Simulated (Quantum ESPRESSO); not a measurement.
W2Hf4RuLi, one composition in several site orders

Computed values, not a measurement. The program is pw.x of Quantum ESPRESSO 7.5 (plane-wave density functional theory). The cell is made up: eight metal atoms on a face-centred cubic lattice, with elements, volume, strain and displacements drawn at random and not relaxed, so it may be unstable or far from any real phase. PseudoDojo standard norm-conserving files set the functional (PBE unless stated); there is no spin polarisation or spin-orbit coupling, the Fermi-Dirac width of 0.25 eV means electrons at about 2900 K, and the masses in the input are unused placeholders. Heavy elements are run without spin-orbit coupling, which real alloys of them have. A spin test at this wide smearing found no moment, but such smearing suppresses magnetism that the real alloy may have.

The runs put one composition on the sites in different orders. Cell, positions, cutoff, mesh and smearing stay as in the input of run 1; sites are counted in its order. Stress in the tables is positive in tension.

Input of run 1:

```
&control calculation='scf', pseudo_dir='./dojo.nc.sr.pbe.v0_5.standard.upf', outdir='./o', disk_io='minimal', tprnfor=.true., tstress=.true. /
&system ibrav=0, nat=8, ntyp=4, nbnd=65, ecutwfc=84.00895049, nosym=.true., tot_charge=0,
 occupations='smearing', smearing='fd', degauss=0.0183746611
/
&electrons conv_thr=1.470e-08, electron_maxstep=70, mixing_beta=0.5 /
ATOMIC_SPECIES
Hf 1.0 Hf.upf
Li 1.0 Li.upf
Ru 1.0 Ru.upf
W 1.0 W.upf
CELL_PARAMETERS angstrom
0.0 -2.1894 -2.1894
-4.3787 2.1894 -2.1894
6.5681 6.5681 -4.3787
ATOMIC_POSITIONS angstrom
W 0.0757 -0.0598 -0.0628
Hf -0.0405 2.0623 -2.3003
Hf -0.1207 4.2776 -4.3738
Ru 4.3407 4.5357 -4.2836
Hf -2.1346 -0.0402 -2.2891
W -2.2667 2.1379 -4.3701
Hf 2.4068 2.232 -4.3229
Li 2.3154 4.3911 -6.5956
K_POINTS automatic
8 5 3 1 1 1
```

```
run  elements on sites 1 to 8  free energy less that of run 1 (eV)  -TS (eV)  pressure (GPa)  stress xx (GPa)  stress yy (GPa)  stress zz (GPa)  stress yz (GPa)  stress xz (GPa)  stress xy (GPa)  iterations
  1     W Hf Hf Ru Hf W Hf Li                                0.000    -2.091          -10.22            10.46            10.06            10.14            -1.36            -2.28             1.60          19
  2     Hf W Hf W Li Ru Hf Hf                                0.129    -2.082          -12.61            14.43            11.58            11.82            -0.42            -1.58             1.02          20
  3     Hf W Hf W Hf Hf Li Ru                                0.631    -2.077          -10.98            10.02            11.71            11.20            -1.23             0.39            -0.10          20
  4     Ru Hf Hf W Hf Hf W Li                                0.171    -2.004          -10.81            11.72             9.61            11.10            -0.54            -1.90             0.93          20
  5     Hf W Hf W Li Hf Ru Hf                                0.204    -2.085          -12.55            13.27            11.46            12.92            -0.69             2.76            -2.79          21
  6     W Hf W Hf Ru Hf Hf Li                                0.384    -2.118          -10.42             9.13            11.49            10.63            -1.30             0.15             1.04          19
```

Forces Fx Fy Fz (eV/Å):

```
site              run 1             run 2             run 3              run 4             run 5              run 6
   1  -0.20 -0.10 -0.07   0.02 1.06 -0.74  -1.64 -0.62 0.83   -0.54 -0.14 0.13   -1.73 0.33 0.06   -0.07 -0.12 0.43
   2     0.70 0.47 0.10   0.29 0.19 -0.28   -0.07 0.08 0.19    1.05 0.71 -0.09   0.45 0.50 -0.22   -0.67 -0.08 0.64
   3     0.70 0.08 0.58   0.80 -0.87 1.38   1.72 0.64 -0.31    1.30 0.85 -0.39   0.89 0.44 -0.34    0.56 -0.07 0.44
   4    0.69 0.03 -0.14  0.97 -0.53 -0.08  -0.05 0.46 -0.20    0.21 -0.17 0.30  -0.16 -1.01 0.53    1.88 0.37 -1.05
   5   -0.79 -0.88 0.77   0.34 0.12 -0.11  -0.11 -0.98 0.80   -0.77 -1.16 0.91   0.39 -0.08 0.11    0.07 0.21 -0.19
   6   -0.39 -0.24 0.03   0.10 -0.08 0.10   0.46 0.45 -0.92  -0.77 -0.49 -0.08  0.40 -0.08 -0.53  -0.02 -0.51 -0.15
   7   -0.40 0.63 -1.25  -1.90 0.08 -0.48  -0.70 0.18 -0.37   -0.10 0.37 -0.81   0.13 0.12 -0.17   -1.48 -0.17 0.01
   8   -0.31 0.01 -0.02   -0.61 0.04 0.20  0.39 -0.21 -0.02    -0.38 0.03 0.04  -0.37 -0.22 0.55   -0.28 0.37 -0.13
```

The sites are displaced and not relaxed, so the energy differences mix bonding between neighbours with strain and are not ordering energies. A rerun of one cell of this series at a higher cutoff and on a denser mesh moved values by no more than 0.004 eV in energy, 0.05 GPa in stress and 0.005 eV/Å in force, and a second program with other atomic files agreed on that cell to 2 % rms in force and 0.5 GPa in pressure.